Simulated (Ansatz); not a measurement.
Relaxed-ion elastic tensor of SrO (rock salt, Fm-3m) in GPa (Voigt order), LDA (plane waves, PAW; program Ansatz); density 5.30 g/cm³, 16.24 Å³ per atom.

```
 209  52.1  52.1   0.0   0.0   0.0
52.1   209  52.1   0.0   0.0   0.0
52.1  52.1   209   0.0   0.0   0.0
 0.0   0.0   0.0  55.9   0.0   0.0
 0.0   0.0   0.0   0.0  55.9   0.0
 0.0   0.0   0.0   0.0   0.0  55.9
```

**Question.** Is the crystal mechanically stable?

**Answer.** Yes: the smallest eigenvalue of C is 55.9 GPa.

**Question.** Work out the Voigt, Reuss and Hill averages.

**Answer.** K_V = 104, K_R = 104, K_H = 104; G_V = 64.9, G_R = 63.1, G_H = 64.0 GPa.

**Question.** Give Young's modulus, Poisson's ratio, Pugh's ratio and the universal anisotropy index.

**Answer.** E = 9KG/(3K + G) = 159 GPa; ν = 0.25; K/G = 1.63 (brittle by the Pugh limit of 1.75); A_U = 5G_V/G_R + K_V/K_R − 6 = 0.14.

**Question.** Estimate the sound speeds and the Debye temperature.

**Answer.** v_l = √((K + 4G/3)/ρ) = 5980 m/s, v_t = √(G/ρ) = 3480 m/s, mean 3860 m/s; Θ = (h/k)(3n/4πV)^(1/3) v_m = 453 K.

**Question.** Give the Zener ratio and Young's modulus along [100], [110] and [111].

**Answer.** A = 2C44/(C11 − C12) = 0.71; 1/E = S11 − 2(S11 − S12 − S44/2)Γ with Γ = 0, 1/4, 1/3 gives 188, 152, 142 GPa.

The cell was relaxed with LDA under the symmetry of its start; phonons on a q-mesh show no instability.

Potentials: the later of the program's two PAW sets.
